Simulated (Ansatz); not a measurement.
TiW: two-dimensional strain map

Theory: Ansatz, DFT LDA, scalar-relativistic, plane waves, PAW. Settings: plane waves to 420 eV, k-mesh 18×18×12 (Γ-centred), Gaussian smearing 0.15 eV. Spin–orbit coupling is left out, which can shift energies with elements as heavy as these. No spin polarisation. Energies are free energies at this smearing, counted from the undisturbed cell; pressure is positive in compression.

The starting cell (as given, not relaxed at this level; it stands at -10.3 GPa, and it needn't be the usual structure):

```
CELL_PARAMETERS angstrom
1.59373 -2.25463 0.00000
1.59373 2.25463 0.00000
0.00000 0.00000 4.46812
ATOMIC_POSITIONS crystal
Ti 0.00000 0.00000 0.00000
W 0.50000 0.50000 0.50000
```

The cell is strained by p along both x and y and by q along z, fractional coordinates fixed. Points are written (p, q). At -10 GPa the given cell is far from its own equilibrium, so these figures belong to a strongly strained crystal.

Energy above the undisturbed cell in meV/atom (a dash: not computed):

```
 p \ q  -0.050  0.000  0.050
-0.050       ?      ?   27.5
 0.000   -21.1    0.0   80.8
 0.050    99.7  195.5      –
```

(1) Fill in the withheld energies.

Results:

(1) (-0.050, -0.050): 88.0; (-0.050, 0.000): 19.6.